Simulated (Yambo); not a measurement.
G0W0@PBEsol for CdZn₃S₄ (space group P-43m, No. 215) in Yambo. Reference settings: 2×2×2 Γ-centred k mesh, bands 17 to 331 and a 8 Ry block in the screening, 331 bands in G with the Bruneval-Gonze terminator, plasmon pole fitted at 27.2 eV. The PBEsol gap Γ → Γ on this mesh is 1.65 eV; G0W0 gaps are taken between the same points.

With and without the terminator, as bands are cut:

| bands in G (in W) | gap, terminator (eV) | gap, none (eV) | valence shift, terminator (eV) | valence shift, none (eV) |
|---|---|---|---|---|
| 134 (331) | 2.859 | 2.746 | -0.790 | -0.334 |
| 217 (331) | 2.844 | 2.766 | -0.818 | -0.582 |
| 331 (331) | 2.841 | 2.794 | -0.825 | -0.705 |

Over this range the gap spans 0.018 eV with the terminator and 0.048 eV without, the valence shift 0.035 eV and 0.371 eV. Neither column has reached its limit for certain.

Spin-orbit coupling is not included.

Geometry of the Materials Project entry, not relaxed at this level; primitive cell a = b = c = 5.5110 Å, α = β = γ = 90.00°.

The structure is a Materials Project entry; no match was found in the copy of COD used, and its stability was not checked.

A shift is the quasiparticle energy of the state minus its PBEsol energy.
